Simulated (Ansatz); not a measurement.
**ZnGeAs$_{2}$: a fit and a missing row**

ZnGeAs$_{2}$, I-42d, a = 5.655 Å, c = 11.187 Å. The structure is a COD entry; whether it is the stable form wasn't checked. Ansatz: PBEsol, PAW, 420 eV, Γ-centred 10×10×10 mesh on 8 atoms, Gaussian smearing 0.01 eV; no spin polarisation. Shape and atoms are relaxed at each volume; pressure is positive in compression.

```
V (Å³/atom) P (GPa)
     21.018     4.89
     21.689     2.24
     22.360     0.00
     23.031    -1.88
     23.701        ?
```

Take V0 = 22.360 Å³/atom, fit the third-order Birch–Murnaghan form to the other rows, and predict the missing pressure.

With the Eulerian strain f = ½[(V0/V)^(2/3) − 1] and y = P/[3f(1 + 2f)^(5/2)], the form is the line y = B0 + 1.5 B0 (B0′ − 4) f. Rows (f, y): 0.02106, 69.8; 0.01026, 69.2; -0.00976, 67.5. Means f = 0.007187, y = 68.833; Σ(Δf)² = 0.0004891, ΣΔfΔy = 0.03713; the slope is their ratio. y = 68.29 + 75.92 f GPa, so B0 = 68.3 GPa and B0′ = 4 + 2 × (75.92)/(3 × 68.29) = 4.74. At V = 23.701, f = -0.01904, y = 66.84 and P = -3.46 GPa. The run gave -3.47 GPa, so the fit is 0.01 GPa too high, a small miss on the scale of the series. The form still works here, 33 % of the fitted range beyond its end.

Cost: 5 runs of about 12 core-minutes in all, on AMD EPYC 9R45 (Zen 5) (shared hosts).